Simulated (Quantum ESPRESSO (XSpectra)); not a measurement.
Quantum ESPRESSO (XSpectra) run for X-ray absorption at the O K edge of SiO₂ (P4₂/mnm). Geometry: Materials Project entry mp-6947 (a computed structure). The cell is the entry's, not relaxed again. The ground-state test found a gap, so occupations are fixed and the excited electron is left out (charged cell on a uniform background); energies count from the highest occupied level. pw.x input:

```
&CONTROL
  calculation = 'scf'
  prefix = 'x'
  pseudo_dir = './pseudo'
  outdir = './out'
/
&SYSTEM
  ibrav = 0
  nat = 48
  ntyp = 3
  ecutwfc = 70
  tot_charge = 1
  occupations = 'fixed'
/
&ELECTRONS
  conv_thr = 4.8e-07
  mixing_beta = 0.4
/
ATOMIC_SPECIES
Oh 15.999 O.lda-tm-gipaw-star1s.UPF
Si 28.085 Si.lda-tm-gipaw.UPF
O 15.999 O.lda-tm-gipaw.UPF
CELL_PARAMETERS angstrom
  -4.233170000   -4.233170000   -5.386980000
  -4.233170000   -4.233170000    5.386980000
  -4.233170000    4.233170000   -5.386980000
ATOMIC_POSITIONS crystal
Si     0.375000000    0.625000000    0.500000000
Si     0.375000000    0.125000000    0.000000000
Si     0.125000000    0.375000000    0.000000000
Si     0.875000000    0.625000000    0.000000000
Si     0.125000000    0.875000000    0.500000000
Si     0.875000000    0.125000000    0.500000000
Si     0.625000000    0.375000000    0.500000000
Si     0.625000000    0.875000000    0.000000000
Si     0.750000000    0.750000000    0.500000000
Si     0.750000000    0.250000000    0.000000000
Si     0.500000000    0.500000000    0.000000000
Si     0.250000000    0.750000000    0.000000000
Si     0.500000000    0.000000000    0.500000000
Si     0.250000000    0.250000000    0.500000000
Si     0.000000000    0.500000000    0.500000000
Si     0.000000000    0.000000000    0.000000000
Oh     0.403420000    0.403420000    0.500000000
O      0.403420000    0.903420000    0.000000000
O      0.153420000    0.153420000    0.000000000
O      0.903420000    0.403420000    0.000000000
O      0.153420000    0.653420000    0.500000000
O      0.903420000    0.903420000    0.500000000
O      0.653420000    0.153420000    0.500000000
O      0.653420000    0.653420000    0.000000000
O      0.596580000    0.596580000    0.500000000
O      0.596580000    0.096580000    0.000000000
O      0.346580000    0.346580000    0.000000000
O      0.096580000    0.596580000    0.000000000
O      0.346580000    0.846580000    0.500000000
O      0.096580000    0.096580000    0.500000000
O      0.846580000    0.346580000    0.500000000
O      0.846580000    0.846580000    0.000000000
O      0.528420000    0.471580000    0.193160000
O      0.528420000    0.971580000    0.693160000
O      0.278420000    0.221580000    0.693160000
O      0.028420000    0.471580000    0.693160000
O      0.278420000    0.721580000    0.193160000
O      0.028420000    0.971580000    0.193160000
O      0.778420000    0.221580000    0.193160000
O      0.778420000    0.721580000    0.693160000
O      0.221580000    0.778420000    0.806840000
O      0.221580000    0.278420000    0.306840000
O      0.971580000    0.528420000    0.306840000
O      0.721580000    0.778420000    0.306840000
O      0.971580000    0.028420000    0.806840000
O      0.721580000    0.278420000    0.806840000
O      0.471580000    0.528420000    0.806840000
O      0.471580000    0.028420000    0.306840000
K_POINTS automatic
2 2 2 0 0 0
```

xspectra.x input:

```
&input_xspectra
  calculation = 'xanes_dipole'
  edge = 'K'
  prefix = 'x'
  outdir = './out'
  xonly_plot = .false.
  xiabs = 1
  xcoordcrys = .false.
  xepsilon(1) = 1.0
  xepsilon(2) = 0.0
  xepsilon(3) = 0.0
  xniter = 1500
  xcheck_conv = 50
  xerror = 0.002
  x_save_file = 'x0.sav'
/
&plot
  xnepoint = 451
  xemin = -5.0
  xemax = 40.0
  xgamma = 0.5
  terminator = .true.
  cut_occ_states = .true.
/
&pseudos
  filecore = 'core.wfc'
/
&cut_occ
  cut_desmooth = 0.1
  cut_stepl = 0.01
  cut_ierror = 1e-6
/
4 4 4 1 1 1
```

End of the pw.x output:

```
    -2.9712  -2.4347  -0.3115  -0.2338   0.1085   0.1754   0.2571   0.3965
     0.3974   0.4272   0.5384   0.6429   1.3461   1.4438   1.4965   1.6777
     1.7808   2.3039   2.3388   2.3512   2.5075   2.5391   2.6874   2.7646
     2.9098   3.0731   3.0978   3.2621   3.3078   3.5971   3.7055   3.7132
     3.7962   3.9387   4.0834   4.1564   4.1752   4.1780   4.2875   4.5358
     4.6622   4.7386   4.7461   4.8339   4.9441   4.9537   5.0974   5.1007
     5.1221   5.2396   5.2620   5.3224   5.4290   5.5764   5.7485   5.9791
     6.1749   6.1910   6.2089   6.2879   6.3960   6.4464   6.5996   6.6240
     6.6583   6.6689   6.7613   6.8202   6.8673   7.0536   7.2290   7.2979
     7.3382   7.3465   7.3688   7.4123   7.5082   7.5200   7.5414   7.8181
     7.8638   7.8870   7.8923   8.1055   8.1711   8.1780   8.1946   8.2590
     8.2852   8.4546   8.7442   8.9187   8.9339   8.9535   9.0600   9.1254

     highest occupied level (ev):     9.7855

!    total energy              =   -1255.03741595 Ry
     estimated scf accuracy    <       0.00000011 Ry

     The total energy is the sum of the following terms:
     one-electron contribution =    -143.04210912 Ry
     hartree contribution      =     261.75650218 Ry
     xc contribution           =    -355.01159839 Ry
     ewald contribution        =   -1018.74021061 Ry

     convergence has been achieved in  10 iterations

     XML data file, charge density, pseudopotentials, collected wavefunctions
```

xspectra.x output, shortened:

```
... Begin STEP 1 ...

        Radial transition matrix element(s) used in the calculation of the
        initial vector of the Lanczos basis (|tilde{phi}_abs> normalized)
        | For PAW proj. (l=1) #1: radial matrix element =   0.141535429
        | For PAW proj. (l=1) #2: radial matrix element =   0.174719217

NB: the    16 k-point are not all listed below because npool=  4
        |-------------------------------------------------------------
        ! k-point #     1:  (-0.2378,  0.0000,  0.0000),  0.0312,   1
        |-------------------------------------------------------------
 okvan= F
        |   Norm of the initial Lanczos vector: 0.10086550E+00
        !   => CONVERGED at iter    700 with error=  0.00122948
        |-------------------------------------------------------------
        ! k-point #     2:  (-0.4756,  0.2378,  0.0000),  0.0312,   1
        |-------------------------------------------------------------
 okvan= F
        |   Norm of the initial Lanczos vector: 0.10086552E+00
        !   => CONVERGED at iter    600 with error=  0.00180292
        |-------------------------------------------------------------
        ! k-point #     3:  (-0.7134,  0.4756,  0.0000),  0.0312,   1
        |-------------------------------------------------------------
 okvan= F
        |   Norm of the initial Lanczos vector: 0.10086551E+00
        !   => CONVERGED at iter    650 with error=  0.00135101
        |-------------------------------------------------------------

        ...
... Begin STEP 2 ...

     The spectrum is calculated using the following parameters:
        energy-zero of the spectrum [eV]:    9.7855
        the occupied states are elimintate from the spectrum
        xemin [eV]:  -5.00
        xemax [eV]:  40.00
        xnepoint:  451
        constant broadening parameter [eV]:    0.500
        Core level energy [eV]:  -543.1
         (from electron binding energy of neutral atoms in X-ray data booklet)

     Cross-section successfully written in xanes.dat

     ... End STEP 2 ...

     xanes        :    396.68s CPU    398.04s WALL (       1 calls)

     -------------------------------------------------------------------------
                                END JOB XSpectra
     -------------------------------------------------------------------------
```

xanes.dat for the field along x, every fifth line (energy in eV, cross section):

```
   -5.000   4.5120e-04
   -4.500   4.8190e-04
   -4.000   5.1620e-04
   -3.500   5.5470e-04
   -3.000   5.9810e-04
   -2.500   6.4750e-04
   -2.000   7.0400e-04
   -1.500   7.6920e-04
   -1.000   8.4520e-04
   -0.500   9.3460e-04
    0.000   1.0410e-03
    0.500   1.1700e-03
    1.000   1.3270e-03
    1.500   1.5260e-03
    2.000   1.7810e-03
    2.500   2.1220e-03
    3.000   2.5950e-03
    3.500   3.2920e-03
    4.000   4.4120e-03
    4.500   6.4630e-03
    5.000   1.0750e-02
    5.500   1.9920e-02
    6.000   4.1080e-02
    6.500   5.0370e-02
    7.000   3.6440e-02
    7.500   3.3400e-02
    8.000   3.2140e-02
    8.500   3.4240e-02
    9.000   4.2020e-02
    9.500   5.3120e-02
   10.000   6.5770e-02
   10.500   7.5490e-02
   11.000   7.6290e-02
   11.500   7.3390e-02
   12.000   7.1610e-02
   12.500   6.9500e-02
   13.000   5.7560e-02
   13.500   4.4560e-02
   14.000   3.5450e-02
   14.500   2.6960e-02
   15.000   1.8890e-02
   15.500   1.3230e-02
   16.000   1.0720e-02
   16.500   1.0120e-02
   17.000   9.9610e-03
   17.500   9.1070e-03
   18.000   8.3700e-03
   18.500   8.0930e-03
   19.000   7.8390e-03
   19.500   7.3100e-03
   20.000   7.6640e-03
   20.500   7.7290e-03
   21.000   8.9740e-03
   21.500   1.1530e-02
   22.000   1.3960e-02
   22.500   1.5870e-02
   23.000   1.7540e-02
   23.500   1.8770e-02
   24.000   2.2330e-02
   24.500   2.1730e-02
   25.000   2.1500e-02
   25.500   2.1700e-02
   26.000   2.1610e-02
   26.500   2.5130e-02
   27.000   2.6070e-02
   27.500   2.5040e-02
   28.000   2.1660e-02
   28.500   1.8840e-02
   29.000   1.6320e-02
   29.500   1.4550e-02
   30.000   1.3250e-02
   30.500   1.0450e-02
   31.000   9.9670e-03
   31.500   1.1750e-02
   32.000   1.3610e-02
   32.500   1.3940e-02
   33.000   1.3100e-02
   33.500   1.2970e-02
   34.000   1.3560e-02
   34.500   1.4440e-02
   35.000   1.5850e-02
   35.500   1.6400e-02
   36.000   1.5310e-02
   36.500   1.4870e-02
   37.000   1.4250e-02
   37.500   1.3620e-02
   38.000   1.4040e-02
   38.500   1.3920e-02
   39.000   1.3500e-02
   39.500   1.3890e-02
   40.000   1.4580e-02
```
